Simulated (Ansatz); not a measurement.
Te2W:
```
Te2W
1.0
    3.47541     0.00000     0.00000
   -1.73770     3.00979     0.00000
    0.00000     0.00000    13.83177
Te W
4 2
Direct
  0.33333   0.66667   0.88041
  0.66667   0.33333   0.11959
  0.66667   0.33333   0.38041
  0.33333   0.66667   0.61959
  0.33333   0.66667   0.25000
  0.66667   0.33333   0.75000
```

Tensor components refer to the Cartesian frame of this cell.

**Question.** Give the high-frequency dielectric tensor and the Born effective charge tensors of the independent atoms from DFPT, DFT-LDA in the program Ansatz with PAW potentials.

**Answer.** 
ε∞:
```
18.9  0.00  0.00
0.00  18.9  0.00
0.00  0.00  10.9
```
Z* of atom 1 (Te), rows: field, columns: displacement, in e:
```
1.36  0.00  0.00
0.00  1.36  0.00
0.00  0.00  0.78
```
Z* of atom 5 (W), rows: field, columns: displacement, in e:
```
-2.71   0.00   0.00
 0.00  -2.71   0.00
 0.00   0.00  -1.56
```

Static charges for comparison (Bader): Te1 -0.28, W5 +0.56 e. Born charges measure polarisation by displacement and can exceed these by far.

Space group P6_3/mmc. The workflow started from a Materials Project entry (that database holds measured and hypothetical structures alike); the Crystallography Open Database copy checked does not list it. COD files the formula under space group No. 31. Whether it is the stable phase at ambient conditions was not checked. The cell was relaxed with LDA under the symmetry of its start; its stability against distortions is not shown here. No spin polarisation was allowed. A crystal of weakly bound layers computed without a dispersion correction: the cell and the soft elastic constants depend strongly on that. Scalar-relativistic: spin–orbit coupling is off unless named, which matters more the heavier the elements.

Potentials: the later of the program's two PAW sets.
